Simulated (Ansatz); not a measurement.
## C (diamond), scan of one atom of the cell

C (diamond)

```yaml
crystal:
  lattice:
    - [0.00000, 3.57162, 3.57162]
    - [1.78581, 0.00000, 1.78581]
    - [1.78581, 1.78581, 0.00000]
  atoms:
    - { symbol: C, position: [0.25000, 0.50000, 0.50000] }
    - { symbol: C, position: [0.75000, 0.50000, 0.50000] }
    - { symbol: C, position: [0.37500, 0.75000, 0.75000] }
    - { symbol: C, position: [0.87500, 0.75000, 0.75000] }
```

Scan: atom 3 (C, nearest neighbour C at 1.547 Å; its periodic images, 2.5 Å or more away, move with it) is displaced along Cartesian x, direction (1.000, 0.000, 0.000) in Cartesian axes, by s. The other atoms stay.

Level of theory: PBE (plane waves to 420 eV, PAW, scalar-relativistic; Ansatz, a first-principles code). k mesh 13×13×13 (Γ-centred), Fermi-Dirac smearing 0.05 eV. Energies are smeared free energies. Stress and pressure are positive under compression. F∥ is the force on the atom along that direction. F⊥ is the part of the force across the line. C was relaxed with its symmetry unable to fall. The PAW data are Ansatz's earlier set. ΔE is measured from the undisplaced structure.

```csv
s (Å),ΔE (eV/cell),P (GPa),F∥ (eV/Å),|F⊥| (eV/Å)
-0.310,1.805,17.2,10.738,1.857
-0.248,1.188,11.3,9.115,1.364
-0.186,0.682,6.5,7.136,0.959
-0.124,0.308,2.9,4.905,0.610
-0.062,0.078,0.7,2.500,0.296
0.000,0.000,0.0,0.000,0.000
0.062,0.078,0.7,-2.519,0.296
0.124,0.311,2.9,-4.979,0.608
0.186,0.693,6.5,-7.291,0.952
0.248,1.210,11.3,-9.360,1.347
0.310,1.846,17.3,-11.070,1.820
```

What the scan shows:

- Energy at s = 0.310 Å = 1846 meV/cell
- Force along the line at s = -0.310 Å = 10.7 eV/Å
- Shape of the curve = a single well with its minimum at or next to zero displacement
- Force constant k = d²E/ds² at s = 0 (finite differences) = 40.7 eV/Å²
- Harmonic estimate at the end of the scan = ½ks² = 1955 meV/cell against the computed 1846 meV/cell, so the well is softer than harmonic there

The 11 points together took very roughly 5 core-minutes.

(For displaced atoms, the force is minus the slope of the energy, and its curvature is a force constant, which sets phonon frequencies.)
